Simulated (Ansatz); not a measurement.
# Relaxing a structure of SiNi

The start is a generated cell, SiNi built in the rocksalt structure type. The structure is fully relaxed (lattice and positions, P = 0) with PBE (plane waves to 420 eV, PAW, scalar-relativistic; Ansatz, a program for electronic structure). The first steps use a coarse 8×8×8 k-mesh.

Initial structure:
```
SiNi
1.0
    0.00000     2.47579     2.47579
    2.47579     0.00000     2.47579
    2.47579     2.47579     0.00000
Si Ni
1 1
Cartesian
  0.00000   0.00000   0.00000
  2.47579   2.47579   2.47579
```
Spin-polarised start, with parallel moments on Ni.

- Initial pressure: -13 GPa (negative: the cell is under tension)
- Outcome: The space group stays Fm-3m (No. 225) (the run could not lower it); the end is rock salt type, with 2 atoms in the primitive cell
- Energy released: 0.09 eV/atom
- Volume change: -12.3 %, from 15.18 to 13.31 Å³/atom
- Shortest distances (start → end): The closest pairs of elements (up to four, under 3.6 Å), start → end: Ni–Si 2.48 → 2.37 Å; Si–Si 3.50 → 3.35 Å; Ni–Ni 3.50 → 3.35 Å
- Band gap at the end: zero (metallic)
- Moments at the end: zero (the starting moments vanished)
- Optimiser moves: 5

It ends as:

```cif
data_Ni4Si4
_chemical_formula_sum 'Si4 Ni4'
_space_group_name_H-M_alt 'Fm-3m'
_space_group_IT_number 225
_space_group_name_Hall '-F 4 2 3'
_cell_length_a 4.74026
_cell_length_b 4.74026
_cell_length_c 4.74026
_cell_angle_alpha 90.000
_cell_angle_beta 90.000
_cell_angle_gamma 90.000
loop_
_atom_site_label
_atom_site_type_symbol
_atom_site_symmetry_multiplicity
_atom_site_Wyckoff_symbol
_atom_site_fract_x
_atom_site_fract_y
_atom_site_fract_z
_atom_site_occupancy
Si1 Si 4 a 0.00000 0.00000 0.00000 1
Ni1 Ni 4 b 0.50000 0.50000 0.50000 1
```
(The calculation used a cell of 2 atoms; values per cell refer to that cell.)

Final values are on a 17×17×17 k-mesh of the relaxed cell. No spin polarisation in the result: the starting moments vanished. A magnetic state may lie lower.

The run could not lose the symmetry of its start, so the end can be a saddle point.

All atoms sit on sites fixed by symmetry, so only the cell could relax.

The relaxed structure here is a generated cell of SiNi: the first start was made by placing the elements on the sites of a structure type, and the end was not matched to a known phase here, so it may be hypothetical. Known forms of SiNi include space group No. 62.
